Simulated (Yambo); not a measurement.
Here is the system:

```xyz
10
Lattice="-2.7612 2.7612 3.9226 2.7612 -2.7612 3.9226 2.7612 2.7612 -3.9226" Properties=species:S:1:pos:R:3 pbc="T T T"
O     -1.2648     1.4963     3.9226
O      4.0260     1.2648     0.0000
O      1.2648     1.4963     0.0000
O      1.4963     1.2648     3.9226
O      0.0000     0.0000     5.8839
O      0.0000     0.0000     1.9613
Ti     0.0000     0.0000     0.0000
Ti     0.0000     0.0000     3.9226
Sr     0.0000     2.7612     1.9613
Sr     2.7612     0.0000     1.9613
```

Workflow: PBEsol (Quantum ESPRESSO, PseudoDojo norm-conserving, 84 Ry, without SOC), then G0W0 in Yambo (4×4×4 Γ-centred k mesh, bands 3 to 148 and a 6 Ry block in the screening, 148 bands in G with the Bruneval-Gonze terminator, plasmon pole fitted at 27.2 eV).

Give the PBEsol and G0W0 gaps between the band edges found on this mesh, and say where the edges lie.

Edges: Γ → Γ. PBEsol: 1.93 eV; G0W0: 3.56 eV. Nearest settings tried, and what they do to the gap: 104 bands in W, 104 bands in G: +12 meV; 1 Ry block (23 vectors against 197): +1579 meV. Not varied: mesh. So the settings aren't converged at that level. 

Geometry of the Materials Project entry, not relaxed at this level.

This is not the ordinary phase of the substance.
